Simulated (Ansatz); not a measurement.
The elements of this relaxed trial crystal are hidden behind letters.

```
lattice vectors (Å)
   3.7110    0.0000    0.0000
   0.0000    3.7110    0.0000
   0.0000    0.0000    6.4505
fractional positions
X 0.0000 0.0000 0.0000
Z 0.0000 0.0000 0.5000
Q 0.5000 0.5000 0.0000
```

All numbers below come from DFT PBE, scalar-relativistic, plane waves, PAW (Ansatz 0.2.0). Settings of the last relaxation (3-atom cell): 420 eV, 10×10×6 k points, Gaussian smearing of 0.01 eV, no spin polarisation.

- Space group: P4/mmm (No. 123)
- Conventional cell: a = 3.711 Å, c = 6.451 Å
- Volume per atom: 29.61 Å³
- Density: 4.03 g/cm³
- Energy over the elements: −0.471 eV/atom
- Gap on the 10×10×6 mesh of the 3-atom cell: 0.17 eV

Energies are uncorrected and count from the elements' standard states at the same level.

**Question.** X is an s-block element of period 3, Z is a d-block element of period 5 and Q is a p-block element of period 4. Which elements are they?

**Answer.** X = Mg, Z = Cd, Q = Se, so the formula is MgCdSe. Density times volume gives a mean mass of 4.03 × 29.61/1.6605 = 71.9 u per atom, and this set has 71.9 u. Mg has 4 Se at 2.62 Å, 2 Cd at 3.23 Å and 4 Mg at 3.71 Å; around Cd lie 2 Mg at 3.23 Å, 4 Cd at 3.71 Å and 8 Se at 4.16 Å; Se is surrounded by 4 Mg at 2.62 Å, 4 Se at 3.71 Å and 8 Cd at 4.16 Å. Other sets within the hints have nearly the same mass, so mass alone doesn't settle it; this one was computed.

Kohn–Sham gaps at this level usually fall short of measured ones. Symmetry constrained the relaxation, so the result can be a saddle point.
